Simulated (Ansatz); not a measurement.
An Ansatz (a program for electronic structure) run. Input:

Ansatz 0.2 input:
```yaml
crystal:
  lattice:
    - [0.0, 2.9305794452, 2.9305794452]
    - [2.9305794452, 0.0, 2.9305794452]
    - [2.9305794452, 2.9305794452, 0.0]
  atoms:
    - { symbol: Cu, position: [0.75, 0.75, 0.75] }
    - { symbol: I, position: [0.0, 0.0, 0.0] }
kpoints:
  mp_grid: { grid: [8, 8, 8] }
hamiltonian:
  xc: lda
  pseudopotentials: { azcp: { folder: ./paw }, kind: paw }
scf:
  occupations: { method: fixed }
phonons:
  method: dfpt
  response_accuracy: low
  eigenvectors: true
  rigid_motions: translations
  dielectric: true
  raman: true
```

Output (shortened):

```
Pseudopotential: Cu, paw, valence charge 19
Pseudopotential: I, paw, valence charge 17
Functional definition: SPW92
Crystal: 2 atoms, lattice volume = 50.337 Å³
Basis set: ecut = 420 eV, 941 PW (Γ), exchange–correlation on 60×60×60 points (8 copies of the dense FFT grid, shifted against one another)
Bands: 22, of which v1, the nominal top of the filled ones, is band 18 counted from 1 (17 counted from 0)
Symmetry: 24 space group operations
k-points: 95 of 512 (irreducible under 4 space group operations, time reversal used)
SCF iter   1: F=—  HF=-13912.747690 eV  |F-HF|=—  |Δ(HF+E_count)|=         —  Δρ=7.72e-2  dr2=3.23e0  ethr=3.10e-3  ⟨swp⟩=4.8  Hψ=8062  notcnv=0  defer=172
preconditioner: auto → none
SCF iter   2: F=—  HF=-13912.890646 eV  |F-HF|=—  |Δ(HF+E_count)|=   1.43e-1  Δρ=1.46e-1  dr2=6.46e0  ethr=3.10e-3  ⟨swp⟩=4.0  Hψ=5480  notcnv=0  defer=173  recentre
SCF iter   3: F=—  HF=-13911.961849 eV  |F-HF|=—  |Δ(HF+E_count)|=   9.29e-1  Δρ=3.04e-2  dr2=4.72e-1  ethr=3.10e-3  ⟨swp⟩=3.0  Hψ=5113  notcnv=0  defer=175
SCF iter   4: F=—  HF=-13911.866173 eV  |F-HF|=—  |Δ(HF+E_count)|=   9.57e-2  Δρ=9.25e-3  dr2=1.85e-2  ethr=1.31e-3  ⟨swp⟩=2.6  Hψ=3593  notcnv=0  defer=178
SCF iter   5: F=—  HF=-13911.888186 eV  |F-HF|=—  |Δ(HF+E_count)|=   2.20e-2  Δρ=5.18e-3  dr2=1.15e-2  ethr=5.14e-5  ⟨swp⟩=2.5  Hψ=3723  notcnv=0  defer=182
SCF iter   6: F=—  HF=-13911.885417 eV  |F-HF|=—  |Δ(HF+E_count)|=   2.77e-3  Δρ=2.40e-4  dr2=4.34e-5  ethr=3.20e-5  ⟨swp⟩=2.3  Hψ=2818  notcnv=0  defer=182
SCF iter   7: F=—  HF=-13911.885428 eV  |F-HF|=—  |Δ(HF+E_count)|=   1.14e-5  Δρ=7.96e-5  dr2=4.69e-6  ethr=1.20e-7  ⟨swp⟩=2.0  Hψ=2961  notcnv=0  defer=182
SCF iter   8: F=—  HF=-13911.885427 eV  |F-HF|=—  |Δ(HF+E_count)|=   1.27e-6  Δρ=1.27e-5  dr2=9.89e-8  ethr=1.30e-8  ⟨swp⟩=2.0  Hψ=2849  notcnv=0  defer=182
SCF iter  11: F=-13911.885427 eV  HF=-13911.885427 eV  |F-HF|=7.28e-12  |Δ(HF+E_count)|=  5.46e-11  Δρ=4.82e-8  dr2=1.22e-12  ethr=1.00e-12  ⟨swp⟩=11.4  Hψ=14005  notcnv=0
SCF 1 converged in 11 iterations: F = -13911.885427 eV  dr2 = 1.22e-12
DFPT response loops at Γ: preconditioner auto → none (the input reference at scf.mixing.eps_inf says where Resta's filter doesn't serve); β = 0.50 …
── the response to a field inside a basis, on 8×8×8 k-points: an SCF that follows is theirs, and a resumed run solves both again ──
Crystal: 2 atoms, lattice volume = 50.337 Å³
Bands: 19, of which v1, the nominal top of the filled ones, is band 18 counted from 1 (17 counted from 0)
k-points: 60
SCF iter   1: F=—  HF=-13911.881124 eV  |F-HF|=—  |Δ(HF+E_count)|=         —  Δρ=1.63e-4  dr2=3.73e-6  ethr=1.00e-1
preconditioner: auto → none
SCF iter   2: F=—  HF=-13911.881128 eV  |F-HF|=—  |Δ(HF+E_count)|=   3.99e-6  Δρ=4.06e-4  dr2=4.41e-5  ethr=1.04e-8
SCF iter   3: F=—  HF=-13911.881144 eV  |F-HF|=—  |Δ(HF+E_count)|=   1.69e-5  Δρ=5.06e-4  dr2=8.28e-5  ethr=1.04e-8
SCF iter   4: F=—  HF=-13911.881123 eV  |F-HF|=—  |Δ(HF+E_count)|=   2.12e-5  Δρ=1.80e-5  dr2=6.42e-8  ethr=1.04e-8
SCF iter   5: F=—  HF=-13911.881123 eV  |F-HF|=—  |Δ(HF+E_count)|=   2.33e-9  Δρ=2.87e-6  dr2=1.94e-9  ethr=1.78e-10
SCF iter   6: F=-13911.881123 eV  HF=-13911.881123 eV  |F-HF|=0.00e0  |Δ(HF+E_count)|=  1.13e-10  Δρ=2.20e-7  dr2=1.28e-11  ethr=5.39e-12
SCF 1 converged in 6 iterations: F = -13911.881123 eV  dr2 = 1.28e-11
DFPT response loops at Γ: mixed as the last ones told, above
DFPT response loops at Γ: mixed as the last ones told, above
WARN: field response: ε∞ stands inside a basis, on 8×8×8 points …
SCF converged after 11 iterations
Free energy (F): -13911.885427 eV
Harris-Foulkes:  -13911.885427 eV  (|F-HF|=7.28e-12)
Internal energy: -13911.885427 eV  (E = F + TS)
E sigma→0 (E₀):  -13911.885427 eV
Fermi energy:    9.310048 eV
--- Per-component energies (eV) ---
  E_band       = -834.913198
  E_kinetic    = 423.601139
  E_local      = -8021.828084  (includes V_loc(G=0)·N_el)
  E_nonlocal   = 1025.958224
  E_hartree    = 3512.628395
  E_xc         = -175.426927
  E_vxc        = -199.398159  (∫ρ·V_xc dr)
  E_paw        = -6380.859952  (= ΣΔE_a)
  E_vpaw       = -1088.501530  (= ΣTr[D̂ρ^β])
  E_aug_tail   = -0.001526  (compensation charges beyond the density's cutoff)
  E_ewald      = -4297.187547
  E_core_change = 1.230851  (= ΣΔE_core)
  E_smearing   =  0.000000  (= −TS)
  E_closure    =  0.000000  (closes the sum)
  Σ components = -13911.885427   (vs F -13911.885427, Δ=0.00e0)
  [band-id]    e_kinetic+e_local+e_nonlocal+2·e_hartree+e_vxc+e_vpaw+e_augmentation_tail = -834.913147   (vs E_band -834.913198, Δ=5.01e-5)
--- Band table (eV; the first three rows and the last of 95) ---
  k-point 0: bands = ["-101.8254", "-59.6754", "-59.6754", "-59.6754", "-36.5436", "-36.5436", "-36.5436", "-36.5353", "-36.5353", "-5.3173", "5.1663", "5.1663", "5.1663", "6.9430", "6.9430", "9.3100", "9.3100", "9.3100", "10.5354", "14.0744", "14.0744", "14.0744"]
  k-point 1: bands = ["-101.8254", "-59.6754", "-59.6754", "-59.6754", "-36.5436", "-36.5436", "-36.5436", "-36.5353", "-36.5353", "-5.2265", "4.8683", "5.1777", "5.1777", "6.9350", "6.9350", "8.5231", "9.1596", "9.1596", "11.2847", "14.0227", "14.3262", "14.3262"]
  k-point 2: bands = ["-101.8254", "-59.6754", "-59.6754", "-59.6754", "-36.5436", "-36.5434", "-36.5434", "-36.5352", "-36.5352", "-4.9911", "4.1291", "5.2011", "5.2011", "6.9303", "6.9303", "7.6756", "8.8353", "8.8353", "11.6237", "14.6993", "14.6993", "14.9291"]
  k-point 94: bands = ["-101.8255", "-59.6755", "-59.6754", "-59.6754", "-36.5435", "-36.5434", "-36.5426", "-36.5353", "-36.5349", "-4.3592", "3.6588", "4.2052", "5.0390", "6.8564", "6.8716", "7.0411", "7.2531", "7.6645", "13.8925", "14.1494", "15.3632", "15.5687"]
--- Phonons (Γ-DFPT): 2 representative perturbations + reference, on 95 of 512 k-points (Σ response iterations 6) ---
  ASR residual: 8.261e-5 → 0.000e0 eV/Å²; symmetrization residual: 6.809e-5 eV/Å²
  ASR residual per site (eV/Å²): 8.26e-5 4.02e-5
  Γ frequencies (cm⁻¹): 0.00 0.00 0.00 155.30 155.30 155.30
  ε∞ (high-frequency dielectric tensor):
        6.818677     0.000000     0.000000
        0.000000     6.818677     0.000000
        0.000000     0.000000     6.818677
  ε⁰ (static dielectric tensor: ions relaxed, cell fixed):
        7.701349     0.000000     0.000000
        0.000000     7.701349     0.000000
        0.000000     0.000000     7.701349
  ε⁰ − ε∞ (ionic part):
        0.882673     0.000000     0.000000
        0.000000     0.882673     0.000000
        0.000000     0.000000     0.882673
  softest optical mode at Γ: 155.30 cm⁻¹; the repairs (sum rule, projections) moved no ω² at Γ by more than (1.45 cm⁻¹)²
  Born effective charges Z* (e; rows j = field, columns β = displacement):
    site 0:
         0.96030    0.00000    0.00000
         0.00000    0.96030    0.00000
         0.00000    0.00000    0.96030
    site 1:
        -0.96030    0.00000    0.00000
         0.00000   -0.96030    0.00000
         0.00000    0.00000   -0.96030
  Z* charge neutrality: 7.868e-4 e pre-enforcement
  solved inside a basis spanned on kpoints, on 8×8×8 k-points transformed towards the longest dipole: ε∞ is read to err by 2.4e-2, Z* by 2.0e-2 e (field_mesh …
  Raman tensors (in the event stream and the table raman_tensors.tsv) …
  optical modes at Γ without the LO–TO term, one row a degenerate level:
      ω (cm⁻¹)  modes    IR ((D/Å)²/amu)  static Raman (Å⁴/amu)  depolarisation
        155.30      3             1.5073                53.9175           0.750
  optical modes at Γ + LO–TO along q̂ = [1.0000, 0.0000, 0.0000]:
      ω (cm⁻¹)  modes    IR ((D/Å)²/amu)  static Raman (Å⁴/amu)  depolarisation
        155.30      2             1.0049                35.9450           0.750
        165.05      1             0.5024                20.7139           0.750
  optical modes at Γ + LO–TO along q̂ = [0.0000, 1.0000, 0.0000]:
      ω (cm⁻¹)  modes    IR ((D/Å)²/amu)  static Raman (Å⁴/amu)  depolarisation
        155.30      2             1.0049                35.9450           0.750
        165.05      1             0.5024                20.7139           0.750
  optical modes at Γ + LO–TO along q̂ = [0.0000, 0.0000, 1.0000]:
      ω (cm⁻¹)  modes    IR ((D/Å)²/amu)  static Raman (Å⁴/amu)  depolarisation
        155.30      2             1.0049                35.9450           0.750
        165.05      1             0.5024                20.7139           0.750
```

Cost: around 3 core-minutes (rough) on shared cores.

Space group F-43m (zinc blende). The cell was relaxed with LDA under the symmetry of its start; phonons on a q-mesh show no instability. No spin polarisation was allowed. Spin–orbit coupling is left out wherever it is not named.

Potentials: the earlier of the program's two PAW sets.

Ansatz is a plane-wave DFT program.
